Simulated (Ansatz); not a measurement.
Level of theory: Ansatz 0.2.0, DFT PBE, scalar-relativistic, plane waves, PAW. The final run on the 5-atom cell used 420 eV, a Γ-centred 8×8×4 mesh, 0.10 eV smearing and no spin polarisation.

Formation energies are uncorrected and count from the elements' standard states at the same level.

Problem. Propose a candidate for a tetragonal metal that holds Bi and 2 more elements, with a formation energy near −0.38 eV/atom and about 35 Å³ per atom, in a cell of 5 atoms.

Solution. ScBiTe3, space group P4mm (No. 99). Sc has 5 Te at 2.85–2.95 Å and 4 Bi at 3.77 Å; Bi is surrounded by 4 Te at 3.23 Å and 4 Sc at 3.77 Å; Te on a site of symmetry 2mm is surrounded by 2 Sc at 2.95 Å and 4 Te at 3.14 Å; Te on a site of symmetry 4mm is surrounded by 1 Sc at 2.85 Å and 4 Bi at 3.23 Å.

```cif
data_structure
_symmetry_space_group_name_H-M 'P4mm'
_symmetry_Int_Tables_number 99
_cell_length_a 4.4427
_cell_length_b 4.4427
_cell_length_c 8.7485
_cell_angle_alpha 90.000
_cell_angle_beta 90.000
_cell_angle_gamma 90.000
_cell_volume 172.68
loop_
_atom_site_label
_atom_site_type_symbol
_atom_site_symmetry_multiplicity
_atom_site_Wyckoff_symbol
_atom_site_fract_x
_atom_site_fract_y
_atom_site_fract_z
_atom_site_occupancy
Sc1 Sc 1 a 0.00000 0.00000 0.69562 1
Bi1 Bi 1 b 0.50000 0.50000 0.93387 1
Te1 Te 2 c 0.50000 0.00000 0.47419 1
Te2 Te 1 a 0.00000 0.00000 0.02123 1
```

* Volume per atom: 34.5 Å³
* Density: 6.1 g/cm³
* Energy over the elements: −0.38 eV/atom
* Gap on the 8×8×4 mesh of the 5-atom cell: 0 eV (a metal)

It was reached by relaxing an invented guess, and it needn't be the stable form of this composition. The answer needn't be unique; the calculation gave this one.

Weakly bound directions are ill-defined at this level, which has no dispersion term. These runs have no spin–orbit coupling, which can matter for Bi and Te. The reference form of Te is held partly by dispersion forces, which this level lacks. Symmetry constrained the relaxation, so the result can be a saddle point.
